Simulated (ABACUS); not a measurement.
ABACUS run on Bi2Te3 (R-3m, 5 atoms in the cell; from Materials Project mp-34202, changed as shown): self-consistent single point.

Method: LDA (PW92), PseudoDojo 0.4 standard norm-conserving LDA (tails mended) pseudopotentials (plane waves; ABACUS).

The change in words: volume scaled by 0.94. Reference geometry (R-3m):
```xyz
5
Lattice="2.2091 1.2754 10.7524 -2.2091 1.2754 10.7524 0.0000 -2.5508 10.7524" Properties=species:S:1:pos:R:3 pbc="T T T"
Bi     0.0000     0.0000    19.4566
Bi     0.0000     0.0000    12.8007
Te     0.0000     0.0000    25.2637
Te     0.0000     0.0000     6.9936
Te     0.0000     0.0000     0.0000
```

Reference input (self-consistent single point, DFT, LDA (PW92), plane waves, PseudoDojo 0.4 standard norm-conserving LDA (tails mended) pseudopotentials): KPT = MP 3 3 3 0 0 0; basis_type = pw; dft_functional = PWLDA; ecutwfc = 82.3 Ry; smearing_method = gaussian; smearing_sigma = 0.00146997 Ry; potentials = PseudoDojo 0.4 standard norm-conserving LDA (tails mended); symmetry = 1; ks_solver = dav; scf_nmax = 100; scf_thr = 1.0e-09 Ry; mixing_type = pulay. This run's input differs from it in these lines:

```diff
@@ -23,8 +23,8 @@
 LATTICE_CONSTANT
-20.883093
+20.456786
 
 LATTICE_VECTORS
-   0.1998998827    0.1154122264    0.9729954056
-  -0.1998998827    0.1154122264    0.9729954056
-   0.0000000000   -0.2308245434    0.9729954056
+   0.1998998646    0.1154122328    0.9729953991
+  -0.1998998646    0.1154122328    0.9729953991
+   0.0000000000   -0.2308245580    0.9729953991
```

Log, with long lists cut:

```
 SELF-CONSISTENT
 -------------------------------------------

                                 init_chg = atomic

 PW ALGORITHM --------------- ION=   1  ELEC=   1--------------------------------

 Notice: Threshold on eigenvalues was too large.

 Density error is 0.0876906869219
                          Error Threshold = 0.000115070224163
 E_KohnSham     -954.1008901922      -12981.2085734856
 E_Fermi        0.6682390382         9.0918585450

 PW ALGORITHM --------------- ION=   1  ELEC=   2--------------------------------

 Density error is 0.0656803517647
                          Error Threshold = 0.000112423957592
   [... lines left out ...]

 Density error is 6.79626364016e-09
                          Error Threshold = 4.08129043477e-10
 E_KohnSham     -954.1286834704      -12981.5867204356
 E_Fermi        0.6762412842         9.2007346880

 PW ALGORITHM --------------- ION=   1  ELEC=   9--------------------------------

 Density error is 8.36022627937e-10
                          Error Threshold = 8.71315851302e-12
 E_KohnSham     -954.1286834723      -12981.5867204615
 E_KS(sigma->0) -954.1286834723      -12981.5867204615
 E_entropy(-TS) -0.0000000000        -0.0000000000
 E_Fermi        0.6762389955         9.2007035488
 charge density convergence is achieved
 final etot is -12981.58672 eV
 EFERMI = 9.2007035488 eV

 STATE ENERGY(eV) AND OCCUPATIONS    NSPIN == 1
   [... 46 lines left out ...]

 TOTAL-FORCE (eV/Angstrom)
                       Bi1         0.0000000000         0.0000000000         0.1104814099
                       Bi2         0.0000000000         0.0000000000        -0.1104814099
                       Te1         0.0000000000         0.0000000000         0.1568142781
                       Te2         0.0000000000         0.0000000000        -0.1568142781
                       Te3         0.0000000000         0.0000000000         0.0000000000

 TOTAL-STRESS (KBAR)
         5.4754837618         0.0000000000        -0.0000000000
        -0.0000000000         5.4754815830         0.0000001733
         0.0000000000         0.0000001733        -6.3457540933
 TOTAL-PRESSURE: 1.535070 KBAR

 --------------------------------------------
 !FINAL_ETOT_IS -12981.5867204615115043 eV
 --------------------------------------------
```

The run converged in 9 iterations. Against the reference run the free energy goes down by 18.6 meV/atom, the pressure goes from -2.73 to 0.15 GPa and the largest force goes from 0.270 to 0.157 eV/Å.

Spin-orbit coupling is left out, which matters for bands and gaps with elements this heavy. The structure comes from a collection of computed structures, made at another level of theory; the collection holds predicted forms beside known ones.

Cost on one core: roughly 7 core-minutes.

“Tails mended”: in these copies of the files the far tail of each local potential was reset to the Coulomb form.
